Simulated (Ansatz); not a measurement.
# NaGaGe2O6 — ⁷³Ge nuclear quadrupole resonance

Cell: a measured structure from the Crystallography Open Database (COD) whose atoms were relaxed with PBE, the cell held.

Space group C2/c (No. 15); a = 9.9279, b = 8.8550, c = 5.4680 Å, β = 107.54°.

```csv
site,Wyckoff,site symmetry,x,y,z
Na,4e,2,0.5000,0.8050,0.7500
Ga,4e,2,0.5000,0.4058,0.7500
Ge,8f,1,0.2893,0.0965,0.7262
O9,8f,1,0.3571,0.2760,0.8152
O13,8f,1,0.1029,0.0826,0.6279
O17,8f,1,0.3659,0.0188,0.5013
```

One atom of each set is listed; the run and its k-mesh use a cell of 20 atoms with edges of 6.65, 6.65, 5.47 Å.

Computed with Ansatz: DFT, PBE, plane waves and PAW, scalar-relativistic, 420 eV cutoff, Γ-centred 3×3×4 k-points, Fermi–Dirac smearing 0.02 eV.

⁷³Ge: I = 9/2, Q = -196.0 mb (year-2017 value). Static lattice, zero field.

Task: The simulated lines lie at 2.20, 2.48, 3.41, 4.67, 4.68 MHz. What are |C_Q|, η and |V_zz| at Ge?

Result: For I = 9/2 and η = 0 the lines are |C_Q|/24 times 1, 2, 3 and 4; η shifts the lowest up most. At large η the states mix, and weaker lines appear at sums of the main ones; lines under 5 % of the strongest are left out. Here |C_Q| = 28.5 MHz, η = 0.46 and |V_zz| = 6.01 × 10²¹ V/m². The calculation gives V_zz negative; the lines don't show the sign. The site has 4 O at 1.74–1.79 Å.

At this cell the principal stresses reach 5 GPa in size with PBE, which can matter for small gradients.
